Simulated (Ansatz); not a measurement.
The start is a randomly generated symmetric cell of Au (space group No. 71). Cell shape, volume and atoms are optimised at zero target pressure with PBE (plane waves to 420 eV, PAW, scalar-relativistic; Ansatz, a quantum-chemistry and plane-wave program). The first steps use a coarse 14×14×14 k-mesh.

The start:
```
CELL_PARAMETERS angstrom
     -1.54625     1.69519     1.70700
      1.54625    -1.69519     1.70700
      1.54625     1.69519    -1.70700
ATOMIC_POSITIONS crystal
  Au 0.50000 0.50000 0.00000
```

Question: What symmetry does the relaxed structure have?

Answer: The space group goes from Immm (No. 71) to Fm-3m (No. 225); the end is fcc (Cu type), with 1 atom in the primitive cell.

Question: By how much does the energy per atom fall from start to end?

Answer: 0.02 eV/atom.

Question: How does the volume change?

Answer: +0.4 %, from 17.90 to 17.96 Å³/atom.

Question: Write out the relaxed structure.

Answer: 
```cif
data_Au4
_chemical_formula_sum 'Au4'
_space_group_name_H-M_alt 'Fm-3m'
_space_group_IT_number 225
_space_group_name_Hall '-F 4 2 3'
_cell_length_a 4.15714
_cell_length_b 4.15714
_cell_length_c 4.15714
_cell_angle_alpha 90.000
_cell_angle_beta 90.000
_cell_angle_gamma 90.000
loop_
_atom_site_label
_atom_site_type_symbol
_atom_site_symmetry_multiplicity
_atom_site_Wyckoff_symbol
_atom_site_fract_x
_atom_site_fract_y
_atom_site_fract_z
_atom_site_occupancy
Au1 Au 4 b 0.50000 0.50000 0.50000 1
```
(The calculation used a cell of 1 atom; values per cell refer to that cell.)

Final values are on a 19×19×19 k-mesh of the relaxed cell. No spin polarisation in the result.

The run could not lose the symmetry of its start.
